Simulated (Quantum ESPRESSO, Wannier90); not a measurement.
## BeBr$_{2}$ (Ibam), plane waves to Wannier functions

Materials Project entry mp-30139; symmetrised, unrelaxed at this level. COD (Crystallography Open Database) has an entry of this formula and space group (matched by these alone). Computed values, not measurements, from PBEsol: Quantum ESPRESSO (norm-conserving PseudoDojo potentials, cutoff 71 Ry, no spin polarisation, no spin-orbit coupling) on a Γ-centred 4×4×4 mesh, then Wannier90. Density: 6×6×6 mesh, cold smearing 0.01 Ry. The cell is built of weakly bound layers, chains or molecules, whose nearest atoms lie 4.04 Å apart. Database cells relaxed without dispersion often hold them too far apart, which can enlarge gaps and weakens couplings between them; spacing and stacking were not compared with the measured crystal. Spin-orbit coupling, left out, would split the p-like bands by a few tenths of an eV.

```
begin unit_cell_cart
ang
    0.0000000000    0.0000000000    5.5574200000
    5.7331300000    0.0000000000    0.0000000000
   -2.8665650000    5.2900600000   -2.7787100000
end unit_cell_cart
mp_grid = 4 4 4
```

Task: Which shells of neighbouring k-points and which b-vectors and weights does Wannier90 pick for this cell and mesh?

Result: 
```
 *---------------------------------- K-MESH ----------------------------------*
 +----------------------------------------------------------------------------+
 |                    Distance to Nearest-Neighbour Shells                    |
 |                    ------------------------------------                    |
 |          Shell             Distance (Ang^-1)          Multiplicity         |
 |          -----             -----------------          ------------         |
 |             1                   0.296934                      2            |
 |             2                   0.311626                      4            |
 |             3                   0.319269                      4            |
 |             4                   0.393648                      4            |
 |             5                   0.493080                      8            |
 |             6                   0.522924                      4            |
 |             7                   0.527515                      4            |
 |             8                   0.547972                      2            |
       ... (lines left out)
 +----------------------------------------------------------------------------+
 | The b-vectors are chosen automatically                                     |
 | The following shells are used:                       1,  2,  3             |
 +----------------------------------------------------------------------------+
 |                        Shell   # Nearest-Neighbours                        |
 |                        -----   --------------------                        |
 |                          1               2                                 |
 |                          2               4                                 |
 |                          3               4                                 |
 +----------------------------------------------------------------------------+
 | Completeness relation is fully satisfied [Eq. (B1), PRB 56, 12847 (1997)]  |
 +----------------------------------------------------------------------------+
 |                  b_k Vectors (Ang^-1) and Weights (Ang^2)                  |
 |                  ----------------------------------------                  |
 |            No.         b_k(x)      b_k(y)      b_k(z)        w_b           |
 |            ---        --------------------------------     --------        |
 |             1         0.000000    0.296934    0.000000     2.441093        |
 |             2         0.000000   -0.296934    0.000000     2.441093        |
 |             3         0.273986    0.148467    0.000000     3.330304        |
 |             4         0.273986   -0.148467    0.000000     3.330304        |
 |             5        -0.273986   -0.148467    0.000000     3.330304        |
 |             6        -0.273986    0.148467    0.000000     3.330304        |
 |             7         0.000000    0.148467    0.282648     3.129296        |
 |             8         0.000000   -0.148467    0.282648     3.129296        |
 |             9         0.000000   -0.148467   -0.282648     3.129296        |
 |            10         0.000000    0.148467   -0.282648     3.129296        |
```
